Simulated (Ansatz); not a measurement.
InSe:
```cif
data_In4Se4
_chemical_formula_sum 'In4 Se4'
_space_group_name_H-M_alt 'P-6m2'
_space_group_IT_number 187
_space_group_name_Hall 'P -6 2'
_cell_length_a 4.02826
_cell_length_b 4.02826
_cell_length_c 16.98939
_cell_angle_alpha 90.000
_cell_angle_beta 90.000
_cell_angle_gamma 120.000
loop_
_atom_site_label
_atom_site_type_symbol
_atom_site_symmetry_multiplicity
_atom_site_Wyckoff_symbol
_atom_site_fract_x
_atom_site_fract_y
_atom_site_fract_z
_atom_site_occupancy
In1 In 2 g 0.00000 0.00000 0.41792 1
In2 In 2 h 0.33333 0.66667 0.08208 1
Se1 Se 2 i 0.66667 0.33333 0.15635 1
Se2 Se 2 h 0.33333 0.66667 0.34366 1
```

Relaxed with r²SCAN+D4. r²SCAN+D4 in the plane-wave PAW code Ansatz gives a gap of 0.85 eV.

Q: What gap does HSE06 give on the same cell (Ansatz, PAW)?

A: 1.17 eV, 0.33 eV more. The hybrid was solved on a coarser mesh and at special points; its gap is the smallest among all of these.

Cost on shared cores: the r²SCAN+D4 run (SCF on a 8×8×2 mesh, then bands and DOS) about 7 core-minutes (a rough figure), the HSE06 run (SCF on 5×5×1, then a few points) around 3.0 core-minutes (rough); the tasks are unlike.

The first step of the workflow began from a Materials Project structure, measured or hypothetical; the Crystallography Open Database copy checked does not list it. It is not the phase usual at ambient conditions (space group No. 194). The cell was relaxed with r²SCAN+D4 under the symmetry of its start; whether a distortion lowers the energy is not shown. Spin–orbit coupling is left out wherever it is not named.

Potentials: the later of the program's two PAW sets.
